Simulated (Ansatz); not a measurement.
The relaxed structure here is a generated cell of ZrSe2: the first start was made by placing the elements on the sites of a structure type, and the end was not matched to a known phase here, so it may be hypothetical. Known forms of ZrSe2 include space group No. 164.

A structure of ZrSe$_{2}$ relaxed with PBEsol (plane waves to 420 eV, PAW, scalar-relativistic; Ansatz, an electronic-structure program); single points at other levels follow on the same geometry (Ansatz, PAW; HSE06 at 420 eV on a 4×4×6 k-mesh; no spin-orbit coupling). Space group Pnnm (No. 58).

```yaml
crystal:
  lattice:
    - [5.91089, 0.00000, 0.00000]
    - [0.00000, 6.67061, 0.00000]
    - [0.00000, 0.00000, 3.74756]
  atoms:
    - { symbol: Zr, position: [0.00000, 0.00000, 0.00000] }
    - { symbol: Zr, position: [0.50000, 0.50000, 0.50000] }
    - { symbol: Se, position: [0.23879, 0.34637, 0.00000] }
    - { symbol: Se, position: [0.73879, 0.15363, 0.50000] }
    - { symbol: Se, position: [0.26121, 0.84637, 0.50000] }
    - { symbol: Se, position: [0.76121, 0.65363, 0.00000] }
```

```
level   gap (eV)    kind           conduction minimum
------  --------  ------  ---------------------------
PBEsol      0.05  direct  17 % of the way from Γ to X
HSE06       0.31       –                            Γ
```

HSE06 gaps come from a coarse mesh plus a few chosen points, so they may be too large. No spin polarisation in the result.

The run could not lose the symmetry of its start; a randomly shaken copy of 12 atoms returns to this structure.
